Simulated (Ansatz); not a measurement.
Relaxation of a generated trial cell of Ag in the simple-cubic structure type; 1 atom in the cell, which starts as Pm-3m (No. 221), cP1; a = 2.6757 Å, b = 2.6757 Å, c = 2.6757 Å, α = 90.00°, β = 90.00°, γ = 90.00°. All values below come from PBE (plane waves to 420 eV, PAW, scalar-relativistic; Ansatz, an electronic-structure program). Γ-centred k-mesh 12×12×12 on the run's cell (coarser than for final values), Fermi–Dirac smearing 0.05 eV. This is the first round of the run. 

The optimiser's lines from the output (shortened; P is positive under compression):

```
relax step   1: F+E_penalty+E_count = -7590.24700751 eV  Δ(F+E_penalty+E_count) = +0.000e0 eV  max|allowed force component| = 0.000e0 eV/Å  Δτ_max = 0.0000 Å  P = +7.100 GPa  Ω = 19.157 Å³  (7 SCF iters, dr2 threshold 1.00e-7 eV, accepted)
relax step   2: F+E_penalty+E_count = -7590.27904916 eV  Δ(F+E_penalty+E_count) = -3.204e-2 eV  max|allowed force component| = 0.000e0 eV/Å  Δτ_max = 0.0000 Å  P = -0.969 GPa  Ω = 21.178 Å³  (6 SCF iters, dr2 threshold 1.00e-7 eV, accepted)
relax step   3: F+E_penalty+E_count = -7590.28016181 eV  Δ(F+E_penalty+E_count) = -1.113e-3 eV  max|allowed force component| = 0.000e0 eV/Å  Δτ_max = 0.0000 Å  P = -0.181 GPa  Ω = 20.913 Å³  (4 SCF iters, dr2 threshold 1.00e-7 eV, accepted)
relax step   4: F+E_penalty+E_count = -7590.28022836 eV  Δ(F+E_penalty+E_count) = -6.656e-5 eV  max|allowed force component| = 0.000e0 eV/Å  Δτ_max = 0.0000 Å  P = -0.000 GPa  Ω = 20.856 Å³  (4 SCF iters, dr2 threshold 8.21e-8 eV, accepted)
relax step   5: F+E_penalty+E_count = -7590.28109175 eV  Δ(F+E_penalty+E_count) = -8.634e-4 eV  max|allowed force component| = 0.000e0 eV/Å  Δτ_max = 0.0000 Å  P = -0.043 GPa  Ω = 20.856 Å³  stress off target by 4.31e-2 GPa  SCF on the basis re-selected at this cell (its energy is not comparable with the rows above)  (6 SCF iters)
relax step   6: F+E_penalty+E_count = -7590.28110070 eV  Δ(F+E_penalty+E_count) = -8.953e-6 eV  max|allowed force component| = 0.000e0 eV/Å  Δτ_max = 0.0000 Å  P = +0.000 GPa  Ω = 20.842 Å³  (4 SCF iters, dr2 threshold 4.64e-9 eV, accepted)
relax step   7: F+E_penalty+E_count = -7590.28109435 eV  Δ(F+E_penalty+E_count) = +6.349e-6 eV  max|allowed force component| = 0.000e0 eV/Å  Δτ_max = 0.0000 Å  P = +0.001 GPa  Ω = 20.842 Å³  stress off target by 6.87e-4 GPa  SCF on the basis re-selected at this cell (its energy is not comparable with the rows above)  (4 SCF iters)
```

From the first to the last row the energy changes by -0.03 eV/atom and the volume by +8.8 %. The last row is marked as not comparable with the walk above it, whose basis was carried along; it does compare with step 1, since both stand on a basis selected at the nominal cutoff for their own cell.

Later rounds, restarted from the end of this one on a renewed k-mesh, logged 3 more steps and released under 0.01 eV/atom more. The final structure after all rounds: Pm-3m (No. 221), cP1, simple cubic type; a = b = c = 2.7508 Å, α = β = γ = 90.00°. Between re-selections the logged energies stand on a plane-wave basis carried along with the cell. No spin polarisation in the result.

The run could not lose the symmetry of its start, so the end can be a saddle point.

The relaxed structure here is a generated cell of Ag: the first start was made by placing the elements on the sites of a structure type, and the end was not matched to a known phase here, so it may be hypothetical. Known forms of Ag include space group No. 225.
